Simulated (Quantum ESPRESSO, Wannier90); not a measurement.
# CdTe (zinc blende), plane waves to Wannier functions

```
CELL_PARAMETERS angstrom
      0.00000     3.28212     3.28212
      3.28212     0.00000     3.28212
      3.28212     3.28212     0.00000
ATOMIC_POSITIONS crystal
  Cd 0.00000 0.00000 0.00000
  Te 0.75000 0.75000 0.75000
```

Cell from Materials Project (mp-406), symmetrised, no further relaxation. COD (Crystallography Open Database) has the formula in 2 space groups, this one among them (matched by group alone). Computed values, not measurements, from PBEsol: Quantum ESPRESSO (norm-conserving PseudoDojo potentials, cutoff 82 Ry, spinors with spin-orbit coupling) on a Γ-centred 6×6×6 mesh, then Wannier90. Density: 8×8×8 mesh, Gaussian smearing 0.01 Ry. With spin-orbit coupling a semilocal functional can close or falsely invert a small gap; the band order was not checked against a better method. The gap is small at this level and was sampled on the meshes and a path alone.

Base run: 16 functions from bands 19-20,31-62 of the 62 computed, start hydrogen-like Cd: s;p; Te: s;p, centres 0.05 Å off the atoms, frozen window up to 1.78 eV relative to the valence-band maximum, outer window open. Bands 21–30 (Cd 4d 96 %) lie between the kept ones and are excluded. One setting was then changed (edges relative to the valence-band maximum; misfit to pw.x on a path, for states up to 1.3 eV relative to the valence-band maximum).

```csv
run,Ω_I (Å²),rms misfit (meV),worst (meV)
base,29.34,4.2,15
changed,27.81,174,391
```

Question: Which change was made?
A) frozen window to 3.78 eV
B) frozen window to 0.78 eV
C) outer window to 8.93 eV
D) frozen window to -0.22 eV
E) no frozen window

Answer: E, no frozen window. The others give:

```
run                        Ω_I (Å²)  rms misfit (meV)  worst (meV)
-------------------------  --------  ----------------  -----------
frozen window to 0.78 eV      28.97               4.3           38
frozen window to -0.22 eV     28.96                16           92
frozen window to 3.78 eV      34.80               5.0           20
outer window to 8.93 eV       44.41               8.5           40
```
